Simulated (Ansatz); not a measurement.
# SnBrCl3: stable or not

It was reached by relaxing an invented guess, and it needn't be the stable form of this composition.

All numbers below come from Ansatz, DFT PBE, scalar-relativistic, plane waves, PAW. Settings of the last relaxation (5-atom cell): 420 eV, 6×6×4 k points, Gaussian smearing of 0.02 eV, no spin polarisation.

Space group P4mm (No. 99). a = 4.876 Å, b = 4.876 Å, c = 8.071 Å, α = 90.00°, β = 90.00°, γ = 90.00°
```json
{"atom": "Sn", "site": "1b", "symmetry": "4mm", "x": "0.5000", "y": "0.5000", "z": "0.4380"}
{"atom": "Br", "site": "1a", "symmetry": "4mm", "x": "0.0000", "y": "0.0000", "z": "0.9290"}
{"atom": "Cl", "site": "2c", "symmetry": "2mm.", "x": "0.5000", "y": "0.0000", "z": "0.2910"}
{"atom": "Cl", "site": "1a", "symmetry": "4mm", "x": "0.0000", "y": "0.0000", "z": "0.6591"}
```

Energies over the elements count from the elements' standard structures at the same level (Cl₂ as a molecule), with no fitted energy shifts. The references include grey tin and crystalline Br.

**Question.** These tests were run: energy against the elements; phonons on a 2×2×1 q mesh. What do they show?

**Answer.**

```
                       test                            result
energy against the elements                    −0.547 eV/atom
  phonons on a 2×2×1 q mesh  imaginary modes down to 51i cm⁻¹
```

It fails one test: phonons on a 2×2×1 q mesh. So it isn't even a local minimum.

No dispersion correction is applied, so the spacing and binding between layers, chains or molecules are poorly described. The reference form of Br is held partly by dispersion forces, which this level lacks. The run for the phonons used a 6×6×4 k mesh.
